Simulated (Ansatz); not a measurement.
The cell below belongs to a search over invented structures; it isn't taken from experiment.

Input and command of a plane-wave DFT calculation in Ansatz:

```yaml
crystal:
  lattice:
    - [3.40569542, 1.96627917, 4.71246202]
    - [-3.40569542, 1.96627917, 4.71246202]
    - [0.0, -3.93255834, 4.71246202]
  atoms:
    - { symbol: Ge, position: [0.65499292, 0.65499292, 0.65499292] }
    - { symbol: Se, position: [0.51523911, 0.08352348, 0.51523911] }
    - { symbol: Se, position: [0.51523911, 0.51523911, 0.08352348] }
    - { symbol: Se, position: [0.08352348, 0.51523911, 0.51523911] }
    - { symbol: Se, position: [0.1908012, 0.1908012, 0.1908012] }
    - { symbol: Se, position: [0.8443879, 0.8443879, 0.8443879] }
basis:
  ecutwfc: 420
kpoints:
  mp_grid: { grid: [3, 3, 3] }
hamiltonian:
  xc: pbe
scf:
  occupations: { method: gaussian, width: 0.2 }
  lower_state_search: "off"
output:
  forces: true
  stress: true
  eigenvalues: true
relax:
  adjacent_minimum: "off"
  f_tol: 0.08
  max_steps: 16
  cell: { stress_tol: 0.8 }
```

```bash
ansatz run input.yaml --threads 1 --pin off --max-ram 2560MiB --backend cpu --events-out ev --progress --plain --runs-dir out
```

Processor: Arm Neoverse V2, 1 thread, on a host shared with other jobs.

Question: How long does it run, and how much memory does it take?

Answer: About 2.1 min, peak memory 0.42 GiB. It solves 57 bands at 6 k points (after reduction by symmetry) with about 3041 plane waves (on the last cell), in 112 SCF iterations over 16 ionic steps.
